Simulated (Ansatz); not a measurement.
C, lonsdaleite, relaxed with r2SCAN: 3 runs in the plane-wave code Ansatz, each a calculation of independent-particle optics. The symmetry is P6_3/mmc (No. 194, hexagonal); a = 2.503 Å, c = 4.169 Å in the conventional setting, 5.66 Å³ an atom. C has 4 C at 1.54–1.56 Å. (Simulation; spin polarisation is off.)

```
CELL_PARAMETERS angstrom
2.50320 0.00000 0.00000
-1.25160 2.16783 0.00000
0.00000 0.00000 4.16887
ATOMIC_POSITIONS crystal
C 0.33333 0.66667 0.00023
C 0.66667 0.33333 0.50023
C 0.33333 0.66667 0.37477
C 0.66667 0.33333 0.87477
```

On meshes this coarse, single peaks can be features of the mesh. No local fields, no excitons; the zone sum runs over the cells of the mesh, and ε∞ includes the bands left out of the spectrum. Up to four peaks are listed, those above 15 % of the tallest and inside the complete range; the four can differ from row to row.

```json
{"functional": "PBE", "k mesh": "9×9×6", "broadening (eV)": "0.1", "scissors (eV)": "0.00", "range (eV)": "0–17", "direct gap on the mesh before scissors (eV)": "4.99", "ε∞ xx": "5.76", "ε∞ yy": "5.76", "ε∞ zz": "6.09", "complete up to (eV)": "17.0", "tallest peaks of mean ε₂ (eV)": "10.65 11.00"}
{"functional": "r2SCAN", "k mesh": "9×9×6", "broadening (eV)": "0.1", "scissors (eV)": "0.00", "range (eV)": "0–17", "direct gap on the mesh before scissors (eV)": "5.24", "ε∞ xx": "5.53", "ε∞ yy": "5.53", "ε∞ zz": "5.85", "complete up to (eV)": "17.0", "tallest peaks of mean ε₂ (eV)": "11.25 11.60"}
{"functional": "PBE", "k mesh": "9×9×6", "broadening (eV)": "0.1", "scissors (eV)": "1.35 (to HSE06)", "range (eV)": "0–17", "direct gap on the mesh before scissors (eV)": "4.99", "ε∞ xx": "5.27", "ε∞ yy": "5.27", "ε∞ zz": "5.53", "complete up to (eV)": "17.0", "tallest peaks of mean ε₂ (eV)": "12.00 12.35"}
```

The fundamental gap is indirect (3.32 eV with PBE on 9×9×6); the table holds the direct one.
